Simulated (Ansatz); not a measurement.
# SnSe: energy along a strain

SnSe, Fm-3m, a = 5.893 Å. This isn't the usual stable structure of the compound. Ansatz: LDA, PAW, 420 eV, Γ-centred 8×8×8 mesh on 2 atoms, Gaussian smearing 0.05 eV; no spin polarisation. Cell vectors (Å): 0.000 2.947 2.947; 2.947 0.000 2.947; 2.947 2.947 0.000. The cell is strained by x per cent times the pattern (1 -1 0 0 0 0) in the order xx yy zz yz xz xy (engineering shears), with fractional coordinates held. y is the free energy over the start, V0 = 25.585 Å³/atom. Symmetry makes y even in x.

| x (%) | y (meV/atom) |
| --- | --- |
| -4.00 | ? |
| -2.00 | 9.26 |
| 0.00 | 0.00 |
| 0.50 | 0.58 |
| 1.00 | 2.31 |
| 1.50 | 5.21 |
| 2.50 | 14.50 |
| 3.00 | 20.93 |
| 3.50 | 28.55 |

Question: Fit y = c2 x² + c4 x⁴ to the other rows, get the stiffness along the pattern, and predict the missing energy.

Answer: Least squares on the rows shown. y = 2.3094 x² + 0.0017453 x⁴. The clamped-ion stiffness p·C·p = 2 × 23.09 eV × 160.2 / 25.585 Å³ = 289 GPa. At x = -4.00 the fit asked for gives 37.40 meV/atom. The run gave 37.39 meV/atom, so the fit is 0.01 meV/atom too high, a small miss on the scale of the series.